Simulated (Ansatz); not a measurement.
BeS (rock salt, Fm-3m) at seven volumes, r²SCAN in the plane-wave PAW code Ansatz, scaled uniformly. One row is withheld.

```
V (Å³/atom)  P (GPa)
-----------  -------
11.321             ?
11.694          7.70
12.068          3.57
12.441          0.00
12.814         -3.10
13.187         -5.78
13.561         -8.11
```

**Question.** Fit the shown pressures and predict the withheld one.

**Answer.** P = (3/2)B₀(x^(7/2) − x^(5/2))[1 + (3/4)(B′ − 4)(x − 1)] with x = (V₀/V)^(2/3). Least squares on the six rows gives V₀ = 12.441 Å³/atom, B₀ = 111 GPa, B′ = 3.77. At V = 11.321, x = 1.0649 and P = 12.51 GPa. The run itself gave 12.48 GPa.

The cell is a constructed one: a structure type filled with these elements; neither database checked (COD, Materials Project) lists it. COD files the formula under space group No. 216, so this cell is another polymorph or a model. Its standing as an ambient phase is unchecked. The r²SCAN relaxation kept the symmetry of its start; whether a distortion lowers the energy is not shown.

Potentials: the later of the program's two PAW sets.
